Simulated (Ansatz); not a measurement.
Relaxed GaP (zinc blende):

```
CELL_PARAMETERS angstrom
      0.00000     5.45138     5.45138
      2.72569     2.72569     5.45138
      2.72569     2.72569     0.00000
ATOMIC_POSITIONS crystal
  P  0.00000 0.75000 0.75000
  P  0.50000 0.75000 0.75000
  Ga 0.00000 0.00000 0.00000
  Ga 0.50000 0.00000 0.00000
```

A phonon eigenvector at X = (0.5, 0.5, 0.0) is frozen into this cell: atom i moves by Q times the vector below, so Q is the largest atomic displacement, in Å. The cell is held. (q is in reciprocal vectors of the primitive cell; the cell shown is doubled to hold the pattern.)

```csv
atom,x,y,z
Ga3,0.000,0.000,-1.000
Ga4,0.000,0.000,1.000
```

Atoms not listed stay in place.

These are r2SCAN (plane waves to 500 eV, PAW, scalar-relativistic; Ansatz, a first-principles code) values and carry that method's errors. k mesh 10×10×10 (Γ-centred), Fermi-Dirac smearing 0.05 eV. Energies are smeared free energies. GaP was relaxed with its symmetry unable to fall. ΔE is measured from the undisplaced structure.

| Q (Å) | ΔE (meV/cell) | −dE/dQ from forces (eV/Å) |
|---|---|---|
| -0.180 | 522 | 5.736 |
| -0.150 | 363 | 4.812 |
| -0.120 | 233 | 3.870 |
| -0.090 | (withheld) | 2.914 |
| -0.060 | (withheld) | 1.948 |
| -0.030 | 15 | 0.976 |
| 0.000 | 0 | 0.000 |
| 0.030 | 15 | -0.976 |
| 0.060 | (withheld) | -1.948 |
| 0.090 | (withheld) | -2.914 |
| 0.120 | 233 | -3.870 |
| 0.150 | 363 | -4.812 |
| 0.180 | 522 | -5.736 |

Q: Complete the blanks.

A: 
- -0.090, ΔE (meV/cell): 131
- -0.060, ΔE (meV/cell): 59
- 0.060, ΔE (meV/cell): 59
- 0.090, ΔE (meV/cell): 131

(A displaced cell: forces are minus the slopes of the energy, force constants its curvatures, and phonons follow from these.)
